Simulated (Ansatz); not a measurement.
Total density of states per atom from plane-wave PAW PBE (Ansatz code), in 0.25 eV bins, energy from the Fermi level:

```
E (eV) | states/eV/atom
    -7.65 |  0.00
    -7.40 |  0.03
    -7.15 |  0.06
    -6.90 | # 0.09
    -6.65 | # 0.12
    -6.40 | # 0.16
    -6.15 | ##### 0.76
    -5.90 | ################# 2.47
    -5.65 | ########################## 3.73
    -5.40 | ################## 2.64
    -5.15 | ################# 2.51
    -4.90 | ################### 2.81
    -4.65 | ###################### 3.21
    -4.40 | ############################## 4.37
    -4.15 | ################### 2.71
    -3.90 | ###################### 3.26
    -3.65 | ###################### 3.28
    -3.40 | ################### 2.79
    -3.15 | ########################## 3.80
    -2.90 | ################# 2.55
    -2.65 | ## 0.23
    -2.40 | ## 0.22
    -2.15 | ## 0.22
    -1.90 | ## 0.23
    -1.65 | ## 0.23
    -1.40 | ## 0.23
    -1.15 | ## 0.24
    -0.90 | ## 0.24
    -0.65 | ## 0.25
    -0.40 | ## 0.27
    -0.15 | ## 0.28
     0.10 | ## 0.28
     0.35 | ## 0.28
     0.60 | ## 0.27
     0.85 | ## 0.27
     1.10 | ## 0.27
     1.35 | ## 0.27
     1.60 | ## 0.27
     1.85 | ## 0.26
     2.10 | ## 0.25
     2.35 | ## 0.24
     2.60 | ## 0.22
     2.85 | # 0.21
     3.10 | # 0.19
     3.35 | ## 0.23
     3.60 | ## 0.34
     3.85 | ## 0.35
     4.10 | ## 0.34
     4.35 | ## 0.32
     4.60 | ## 0.32
     4.85 | ## 0.32
```

Pick the material that matches.
A) Ag, fcc (Cu type)
B) BP, zinc blende
C) V2O3, corundum
D) C, P6_3/mmc (C on 4e, C on 4f)

A, Ag, fcc (Cu type). Within 0.5 eV of the Fermi level: Ag 5s 54 %, Ag 4d 16 %, outside the projected shells 29 %. Projections are on Löwdin-orthogonalised atomic valence shells; empty p or d shells of many metals are not among them.

Space group Fm-3m (fcc (Cu type)). Symmetry was held in the PBE relaxation. The run is not spin-polarised. Spin–orbit coupling is left out wherever it is not named.

Potentials: the earlier of the program's two PAW sets.
